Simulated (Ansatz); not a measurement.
# Ansatz 0.2.0, relaxation: Ti2P

Run with:

```bash
ansatz run input.yaml --threads 2 --pin off --max-ram 3584MiB --backend cpu --events-out ev --progress --plain --runs-dir out
```

input.yaml:

```yaml
crystal:
  lattice:
    - [3.11828632, 5.40102675, 0.0]
    - [-3.11828632, 5.40102675, 0.0]
    - [0.0, 0.0, 3.59994661]
  atoms:
    - { symbol: P, position: [0.3333, 0.3334, 0.0] }
    - { symbol: P, position: [0.6667, 0.6666, 0.0] }
    - { symbol: Ti, position: [0.2575, 0.7425, 0.0] }
    - { symbol: Ti, position: [0.7425, 0.0, 0.0] }
    - { symbol: Ti, position: [0.0, 0.2575, 0.0] }
    - { symbol: Ti, position: [0.5957, 0.4043, 0.5] }
    - { symbol: Ti, position: [0.4043, 0.0, 0.5] }
    - { symbol: Ti, position: [0.0, 0.5957, 0.5] }
    - { symbol: P, position: [0.0, 0.0, 0.5] }
  symmetry: { tolerance: 0.0003 }
kpoints:
  mp_grid: { grid: [6, 6, 9], shift: [0, 0, 0] }
magnetization:
  spin_polarized: false
scf:
  occupations: { method: fermi_dirac }
  lower_state_search: "off"
hamiltonian:
  pseudopotentials: { kind: paw }
  xc: r2scan
basis:
  ecutwfc: 500
  fft_grid_basis: typed
relax:
  max_steps: 40
  f_tol: 0.03
output:
  forces: true
  stress: true
  eigenvalues: true
  populations: true
  elf: true
  write_potential: true
  volumetric_format: npy
  dos:
    e_range: [-12, 8]
    de: 0.05
    projected: { site_lists: { P: [P], Ti: [Ti] } }
  bader: false
checkpoint:
  read: saved_state
```

Origin of the cell: a known structure type with other elements, at an estimated volume, so it need not be a known compound.

The smearing width isn't typed, so it takes its default of 0.1 eV.

The saved state is a converged single point of the same cell.

Steps:

```csv
step,ΔF (meV/atom),max force component (eV/Å),SCF iterations,step was
1,0.0,1.300,6,accepted
2,-15.0,0.237,6,accepted
3,-15.8,0.009,6,accepted
4,-15.8,0.009,4,accepted
```

Step 1, with forces in eV/Å:

```xyz
9
Lattice="3.118 5.401 0.000 -3.118 5.401 0.000 0.000 0.000 3.600" Properties=species:S:1:pos:R:3:forces:R:3 pbc="T T T" step=1
P     0.000    3.601    0.000    0.000    0.000    0.000
P     0.000    7.201    0.000    0.000    0.000    0.000
Ti   -1.512    5.401    0.000   -1.300    0.000    0.000
Ti    2.315    4.010    0.000    0.650    1.126    0.000
Ti   -0.803    1.391    0.000    0.650   -1.126    0.000
Ti    0.597    5.401    1.800   -0.601    0.000    0.000
Ti    1.261    2.184    1.800    0.301    0.521    0.000
Ti   -1.858    3.217    1.800    0.301   -0.521    0.000
P     0.000    0.000    1.800    0.000    0.000    0.000
```

Step 2, with forces in eV/Å:

```xyz
9
Lattice="3.118 5.401 0.000 -3.118 5.401 0.000 0.000 0.000 3.600" Properties=species:S:1:pos:R:3:forces:R:3 pbc="T T T" step=2
P     0.000    3.601    0.000    0.000    0.000    0.000
P     0.000    7.201    0.000    0.000    0.000    0.000
Ti   -1.568    5.401    0.000    0.123    0.000    0.000
Ti    2.343    4.059    0.000   -0.062   -0.107    0.000
Ti   -0.775    1.342    0.000   -0.062    0.107    0.000
Ti    0.532    5.401    1.800    0.237    0.000    0.000
Ti    1.293    2.240    1.800   -0.119   -0.206    0.000
Ti   -1.825    3.161    1.800   -0.119    0.206    0.000
P     0.000    0.000    1.800    0.000    0.000    0.000
```

Step 4, with forces in eV/Å:

```xyz
9
Lattice="3.118 5.401 0.000 -3.118 5.401 0.000 0.000 0.000 3.600" Properties=species:S:1:pos:R:3:forces:R:3 pbc="T T T" step=4
P     0.000    3.601    0.000    0.000    0.000    0.000
P     0.000    7.201    0.000    0.000    0.000    0.000
Ti   -1.563    5.401    0.000    0.001    0.000    0.000
Ti    2.341    4.054    0.000   -0.001   -0.001    0.000
Ti   -0.778    1.347    0.000   -0.001    0.001    0.000
Ti    0.551    5.401    1.800   -0.009    0.000    0.000
Ti    1.284    2.224    1.800    0.004    0.008    0.000
Ti   -1.835    3.178    1.800    0.004   -0.008    0.000
P     0.000    0.000    1.800    0.000    0.000    0.000
```

- Free energy lowered by: 15.8 meV/atom
- Final pressure: 18.84 GPa
- Relaxation steps listed: 4

Caveats: no moments, though an odd count or open d shells may carry them; the SCF threshold is looser than advised for a stress; the relaxation held the start's symmetry, so the end may be a saddle point.

The run took 2.6 min on 2 threads of Arm Neoverse V1 (shared host), peak memory 0.77 GiB, from a saved density.
